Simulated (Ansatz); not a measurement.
An Ansatz (a first-principles code) input:

Ansatz 0.2 input:
```yaml
crystal:
  lattice:
    - [5.1316890855, 0.0, 0.0]
    - [0.0, 5.1316890855, 0.0]
    - [0.0, 0.0, 5.1316890855]
  atoms:
    - { symbol: Sr, position: [0.0, 0.5, 0.5] }
    - { symbol: Sr, position: [0.5, 0.0, 0.5] }
    - { symbol: Sr, position: [0.5, 0.5, 0.0] }
    - { symbol: Sb, position: [0.0, 0.0, 0.0] }
    - { symbol: N, position: [0.5, 0.5, 0.5] }
kpoints:
  mp_grid: { grid: [5, 5, 5] }
  band_path:
    path:
      - [[0.0, 0.0, 0.0], [0.0, 0.5, 0.0], [0.5, 0.5, 0.0], [0.0, 0.0, 0.0], [0.5, 0.5, 0.5], [0.0, 0.5, 0.0]]  # Γ-X-M-Γ-R-X
      - [[0.5, 0.5, 0.5], [0.5, 0.5, 0.0]]  # R-M
      - [VBM, CBM]
    npoints: 12
basis: { xc_grid: 2 }
hamiltonian:
  xc: pbesol
  pseudopotentials: { kind: paw }
magnetization: { noncollinear: true, spin_orbit: true }
scf:
  n_extra_bands: 12
  convergence: { dr2_threshold: 0.0000000001 }
  occupations: { method: gaussian, width: 0.01 }
checkpoint: { write: soc.run }
output: { eigenvalues: true }
```

How many symmetry operations and irreducible k-points will the run report?

48 operations, 10 of 125 k-points.

With a cutoff of 420 eV, how many plane waves at Γ?

2601.

It took very roughly 2.4 core-minutes on shared server cores.

Space group Pm-3m (anti-perovskite). The workflow started from a Materials Project entry (that database holds measured and hypothetical structures alike); the Crystallography Open Database copy checked does not list it. Whether it is the stable phase at ambient conditions was not checked. The cell was relaxed with PBEsol under the symmetry of its start; whether a distortion lowers the energy is not shown.

Potentials: the later of the program's two PAW sets.

Ansatz is a plane-wave DFT program.
